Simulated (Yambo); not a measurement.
Material: RbLuO2 (space group R-3m, No. 166); a = b = c = 6.7155 Å, α = β = γ = 29.17° (4 atoms in the cell). Cell and atoms were relaxed with PBEsol from Materials Project entry mp-7480, within its symmetry.

With PBEsol (pw.x of Quantum ESPRESSO, ONCV potentials, without SOC), the gap between the mesh's edge points (Γ → F) is 3.219 eV.

### Question
Estimate the G0W0 gap between the same points from Yambo (4×4×4 Γ-centred k mesh, bands 2 to 129 and a 8 Ry block in the screening, 129 bands in G with the Bruneval-Gonze terminator, plasmon pole fitted at 27.2 eV).

### Answer
The correction is 0.738 eV, giving 3.957 eV, 1.2 times the PBEsol value.  Nearest settings tried, and what they do to the gap: 86 bands in W, 86 bands in G: +80 meV. Not varied: block, mesh. So the settings aren't converged at that level. The 4f states are in the valence at their DFT position.
